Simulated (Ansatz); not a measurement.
Cd$_{2}$TeSe:
```xyz
4
Lattice="4.4531 0.0000 0.0000 0.0000 4.4531 0.0000 0.0000 0.0000 6.2634" Properties=species:S:1:pos:R:3 pbc="T T T"
Cd     2.2266     0.0000     4.8077
Cd     0.0000     2.2266     1.4557
Te     0.0000     0.0000     3.1317
Se     2.2266     2.2266     0.0000
```

x, y and z are the axes in which the lattice vectors are written.

**Question.** Give the high-frequency dielectric tensor and the Born effective charge tensors of the independent atoms from DFPT, DFT-PBEsol in the program Ansatz with PAW potentials.

**Answer.** 
ε∞:
```
9.03  0.00  0.00
0.00  9.03  0.00
0.00  0.00  8.92
```
Z* of atom 1 (Cd), rows: field, columns: displacement, in e:
```
2.18  0.00  0.00
0.00  2.30  0.00
0.00  0.00  2.22
```
Z* of atom 3 (Te), rows: field, columns: displacement, in e:
```
-1.96   0.00   0.00
 0.00  -1.96   0.00
 0.00   0.00  -2.24
```
Z* of atom 4 (Se), rows: field, columns: displacement, in e:
```
-2.53   0.00   0.00
 0.00  -2.53   0.00
 0.00   0.00  -2.20
```

Space group P-4m2. The first step of the workflow began from a Materials Project structure, measured or hypothetical; the Crystallography Open Database copy checked does not list it. Its standing as an ambient phase is unchecked. The cell was relaxed with PBEsol under the symmetry of its start; its stability against distortions is not shown here. Spin–orbit coupling is left out wherever it is not named.

Potentials: the later of the program's two PAW sets.
